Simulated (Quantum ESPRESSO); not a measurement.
Band energies of GaAlN₂

```
GaAlN2
1.0
    3.14297     0.00000     0.00000
    0.00000     3.14297     0.00000
    0.00000     0.00000     4.42389
N Al Ga
2 1 1
Direct
  0.50000   0.00000   0.73955
  0.00000   0.50000   0.26045
  0.50000   0.50000   0.50000
  0.00000   0.00000   0.00000
```

PBEsol (Quantum ESPRESSO, PseudoDojo norm-conserving, 84 Ry, with spin-orbit coupling); path ΓXMΓZRAZ,XR,MA; energies in eV from the valence-band maximum.

| k (1/Å) | point | band 26 | band 27 | band 28 | band 29 | band 30 | band 31 | band 32 | band 33 |
|---|---|---|---|---|---|---|---|---|---|
| 0.00 | Γ | 0.00 | 2.79 | 2.79 | 3.45 | 3.45 | 7.51 | 7.51 | 11.08 |
| 0.33 |  | -0.06 | 3.89 | 3.90 | 4.39 | 4.40 | 8.26 | 8.26 | 10.63 |
| 0.78 |  | -0.43 | 6.00 | 6.03 | 6.62 | 6.62 | 8.24 | 8.26 | 9.34 |
| 1.00 | X | -0.71 | 7.06 | 7.06 | 7.09 | 7.09 | 7.92 | 7.92 | 8.28 |
| 1.11 |  | -0.82 | 6.93 | 6.93 | 7.03 | 7.04 | 7.93 | 7.94 | 8.42 |
| 1.55 |  | -2.18 | 4.63 | 4.64 | 4.81 | 4.83 | 7.35 | 7.35 | 9.57 |
| 1.89 |  | -2.28 | 3.31 | 3.31 | 3.33 | 3.34 | 6.37 | 6.37 | 8.73 |
| 2.00 | M | -2.27 | 3.20 | 3.20 | 3.22 | 3.22 | 6.29 | 6.29 | 8.67 |
| 2.30 |  | -2.05 | 3.75 | 3.75 | 4.16 | 4.18 | 6.80 | 6.80 | 9.16 |
| 2.60 |  | -1.48 | 4.91 | 4.91 | 5.82 | 5.82 | 7.73 | 7.73 | 10.38 |
| 3.01 |  | -0.50 | 4.37 | 4.37 | 4.84 | 4.85 | 8.50 | 8.51 | 10.17 |
| 3.41 | Γ | 0.00 | 2.79 | 2.79 | 3.45 | 3.45 | 7.51 | 7.51 | 11.08 |
| 3.77 |  | -0.39 | 3.83 | 3.83 | 4.36 | 4.36 | 7.82 | 7.82 | 10.12 |
| 4.12 | Z | -1.01 | 5.16 | 5.16 | 5.31 | 5.31 | 7.90 | 7.90 | 9.16 |
| 4.22 |  | -1.00 | 5.24 | 5.25 | 5.35 | 5.35 | 7.92 | 7.92 | 9.22 |
| 4.52 |  | -0.88 | 5.71 | 5.71 | 6.09 | 6.11 | 8.11 | 8.13 | 9.65 |
| 4.92 |  | -0.63 | 5.31 | 5.32 | 6.53 | 6.54 | 8.77 | 8.80 | 9.23 |
| 5.12 | R | -0.58 | 5.14 | 5.14 | 6.49 | 6.49 | 9.07 | 9.07 | 9.35 |
| 5.22 |  | -0.59 | 5.27 | 5.28 | 6.59 | 6.59 | 8.79 | 8.81 | 9.15 |
| 5.62 |  | -1.42 | 6.78 | 6.79 | 7.02 | 7.02 | 7.18 | 7.18 | 8.43 |
| 5.92 |  | -2.53 | 6.17 | 6.18 | 6.24 | 6.24 | 8.51 | 8.51 | 9.92 |
| 6.12 | A | -3.24 | 6.10 | 6.10 | 6.10 | 6.10 | 8.83 | 8.83 | 10.78 |
| 6.31 |  | -2.53 | 6.18 | 6.19 | 6.20 | 6.20 | 8.57 | 8.57 | 10.22 |
| 6.69 |  | -0.96 | 6.98 | 7.00 | 7.07 | 7.08 | 7.35 | 7.35 | 8.92 |
| 6.97 |  | -0.53 | 6.49 | 6.49 | 7.29 | 7.30 | 7.96 | 7.96 | 8.63 |
| 7.35 |  | -0.89 | 5.46 | 5.47 | 5.47 | 5.48 | 7.97 | 7.97 | 9.38 |
| 7.54 | Z | -1.01 | 5.16 | 5.16 | 5.31 | 5.31 | 7.90 | 7.90 | 9.16 |
| 7.54 | X | -0.71 | 7.06 | 7.06 | 7.09 | 7.09 | 7.92 | 7.92 | 8.28 |
| 7.94 |  | -0.63 | 5.85 | 5.85 | 6.93 | 6.93 | 8.30 | 8.30 | 8.48 |
| 8.25 | R | -0.58 | 5.14 | 5.14 | 6.49 | 6.49 | 9.07 | 9.07 | 9.35 |
| 8.25 | M | -2.27 | 3.20 | 3.20 | 3.22 | 3.22 | 6.29 | 6.29 | 8.67 |
| 8.55 |  | -2.61 | 4.19 | 4.19 | 4.21 | 4.21 | 7.17 | 7.17 | 9.29 |
| 8.96 | A | -3.24 | 6.10 | 6.10 | 6.10 | 6.10 | 8.83 | 8.83 | 10.78 |

The PBEsol gap is direct, 2.79 eV at Γ.

Geometry relaxed with PBEsol.

The structure is a Materials Project entry; no match was found in the copy of COD used, and its stability was not checked.
